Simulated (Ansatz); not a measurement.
Values for one crystal, relaxed and computed with PBEsol in the plane-wave PAW code Ansatz; other levels are named.

- Volume per atom: 14.26 Å³
- Electronic character: metallic (no gap)
- Zone-centre stability: no imaginary mode at Γ
- Highest zone-centre frequency: 344 cm⁻¹
- Hill bulk and shear moduli: 166 and 74.1 GPa
- Debye temperature from the elastic constants: 424 K
- Density of states at the Fermi level: 0.23 states/eV per atom (mean over ±0.08 eV)

Q: Which compound is it?
A) AlPd, P2_13 (Al on 4a, Pd on 4a)
B) Sc2Al, MoSi2 or CaC2 type
C) AlNi, CsCl type
D) AlNi, Cmcm (Al on 4c, Ni on 4c)

A: A, AlPd, P2_13 (Al on 4a, Pd on 4a)

The first step of the workflow began from a Materials Project structure, measured or hypothetical; the Crystallography Open Database copy checked does not list it. With Al and Pd taken as one species the cell has the higher symmetry Pa-3, so it may be an ordered model of a mixed-site phase. Its standing as an ambient phase is unchecked. The PBEsol relaxation kept the symmetry of its start. No spin polarisation was allowed. As this level gives no gap, shear constants depend on the k-mesh and smearing (Fermi–Dirac, 0.1 eV here). As this level gives no gap, phonon frequencies hold no LO–TO term and depend on the k-mesh and smearing (Fermi–Dirac, 0.1 eV here). Spin–orbit coupling is left out wherever it is not named.

Potentials: the earlier of the program's two PAW sets. The files were generated under PBE; for other functionals the program regenerates the frozen cores, and for LDA and PBEsol the local potential too.
